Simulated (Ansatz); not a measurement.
# YMnO3: a fit and a missing row

YMnO3, P6_3/mmc, a = 3.563 Å, c = 11.166 Å. The structure is a COD entry; whether it is the stable form wasn't checked. Ansatz: PBEsol, PAW, 420 eV, Γ-centred 12×12×4 mesh on 10 atoms, Gaussian smearing 0.10 eV; collinear spin, largest moment 3.1 μB. Shape and atoms are relaxed at each volume; pressure is positive in compression.

```
V (Å³/atom) P (GPa)
     10.805    27.58
     11.173    19.14
     11.542    11.81
     11.910     5.60
     12.279     0.00
     12.647    -4.82
     13.015    -8.91
     13.506        ?
```

Take V0 = 12.279 Å³/atom, fit the third-order Birch–Murnaghan form to the other rows, and predict the missing pressure.

With the Eulerian strain f = ½[(V0/V)^(2/3) − 1] and y = P/[3f(1 + 2f)^(5/2)], the form is the line y = B0 + 1.5 B0 (B0′ − 4) f. Rows (f, y): 0.04450, 166.9; 0.03247, 167.9; 0.02106, 168.6; 0.01027, 172.8; -0.00975, 173.1; -0.01903, 172.0. Means f = 0.01325, y = 170.22; Σ(Δf)² = 0.002987, ΣΔfΔy = -0.2924; the slope is their ratio. y = 171.5 − 97.89 f GPa, so B0 = 171.5 GPa and B0′ = 4 + 2 × (-97.89)/(3 × 171.5) = 3.62. At V = 13.506, f = -0.03076, y = 174.51 and P = -13.74 GPa. The run gave -13.42 GPa, so the fit is 0.32 GPa too low, 0.78 % of the span of the series, against an rms of 0.05 GPa on the fitted rows. The row lies outside the fitted range. The points of y bend away from a line: a fourth-order term fitted to them gives P = -13.57 GPa at this row's volume (the line -13.74, the run -13.42).

The state reached may not be the lowest one. The program reads another magnetic order as possibly lower. Moments started parallel, and an antiferromagnetic order may lie lower.